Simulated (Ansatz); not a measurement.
A scan (energy against volume; even scaling of the relaxed cell, symmetry kept) gave these values. Computed with PBE (plane waves to 420 eV, PAW, scalar-relativistic; Ansatz, a program for electronic structure).

- Bulk modulus B₀ (third-order Birch-Murnaghan fit): 162 GPa
- Pressure derivative B₀′ (fit): 3.8
- Equilibrium volume of the fit: 11.76 Å³/atom

Q: Of these crystals, all scanned alike, which one is it?
(A) BP (zinc blende)
(B) CuI (zinc blende)
(C) TiC (rock salt)

A: A, BP (zinc blende). The others have, for the bulk modulus: CuI 38.9 GPa, TiC 250 GPa

All were relaxed with their symmetry unable to fall. CuI is run without spin polarisation. Spin-orbit coupling is left out. TiC is run without spin polarisation.

(A scan under strain: stresses follow from slopes of the energy per volume, elastic moduli from its curvatures.)
